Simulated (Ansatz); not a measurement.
A relaxed structure of ZnRh. Space group Pm-3m (No. 221), CsCl type. Calculation: PBEsol (plane waves to 420 eV, PAW, scalar-relativistic; Ansatz, an electronic-structure program).

```cif
data_RhZn
_chemical_formula_sum 'Rh1 Zn1'
_space_group_name_H-M_alt 'Pm-3m'
_space_group_IT_number 221
_space_group_name_Hall '-P 4 2 3'
_cell_length_a 2.97321
_cell_length_b 2.97321
_cell_length_c 2.97321
_cell_angle_alpha 90.000
_cell_angle_beta 90.000
_cell_angle_gamma 90.000
loop_
_atom_site_label
_atom_site_type_symbol
_atom_site_symmetry_multiplicity
_atom_site_Wyckoff_symbol
_atom_site_fract_x
_atom_site_fract_y
_atom_site_fract_z
_atom_site_occupancy
Rh1 Rh 1 b 0.50000 0.50000 0.50000 1
Zn1 Zn 1 a 0.00000 0.00000 0.00000 1
```

```yaml
volume_per_atom: 13.14 Å³
band_gap: zero (metallic)
shortest_distances: Rh–Zn 2.57 Å; Rh–Rh 2.97 Å; Zn–Zn 2.97 Å
k-mesh: 16×16×16
```

Band energies at high-symmetry points (eV from the Fermi level; labels of this space group; no spin-orbit coupling), from −5 eV up to 1.5 eV:

```json
[
 {"point": "Γ", "energies": "-2.65 -2.65 -0.03 -0.03 -0.03"},
 {"point": "X", "energies": "-3.91 -2.97 -1.74 -1.74 -0.18"},
 {"point": "M", "energies": "-4.43 -2.07 -0.64 -0.64 -0.22 -0.22 0.71"},
 {"point": "R", "energies": "-4.14 -4.14 -4.14 0.79 0.79"}
]
```

No spin polarisation in the result.

The run could not lose the symmetry of its start.

It was reached from a disturbed copy of a Pmmm (No. 47) cell, against which it lies -0.57 eV/atom.

The first start was generated by placing the elements on the sites of a structure type. Materials Project lists a structure of ZnRh in the same space group, Pm-3m (No. 221); the sites were not compared with it, nor with measured phases.
